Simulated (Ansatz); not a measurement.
Notes on CuSn$_{2}$Sb$_{3}$

```xyz
6
Lattice="4.1274 0.0000 0.0000 0.0000 4.1274 0.0000 0.0000 0.0000 9.1097" Properties=species:S:1:pos:R:3 pbc="T T T"
Cu    0.0000    0.0000    0.0000
Sn    0.0000    2.0637    6.7093
Sn    2.0637    0.0000    2.4004
Sb    2.0637    2.0637    0.0000
Sb    0.0000    2.0637    3.4936
Sb    2.0637    0.0000    5.6161
```

Level: r2SCAN, no spin polarisation; 500 eV; 8×8×4 Γ-centred mesh; fermi-dirac occupations (width 0.1172 eV); Ansatz 0.2.0, fixed geometry.

Forces: The largest is on Sb5 (and as large on other atoms): 0.09 eV/Å, components (0.00, 0.00, 0.09). It makes 111° with the line to a nearest neighbour, Sn3 at 3.12 Å.
Contacts: Cu–Sb at 2.92 Å: least valence density 0.22 e/Å³ and ELF 0.33 there. Sn–Sb at 3.12 Å: least valence density 0.23 e/Å³ and ELF 0.50 there. Cu–Sn at 3.17 Å: least valence density 0.13 e/Å³ and ELF 0.22 there. These are pseudo-fields; inside the PAW spheres they differ from the all-electron ones.
Charges: Bader charges in e: Cu +0.03, Sn +0.27, Sb -0.23 to -0.17. In the mean Sn gives up most and Sb takes most.
Electronic structure: It is a metal, with about 3.3 states/eV a cell as the mean within 0.25 eV of the Fermi level, mostly Sb p (65 %) and Sn p (15 %).

Origin: a known structure type with other elements, at an estimated volume, so it need not be a known compound.
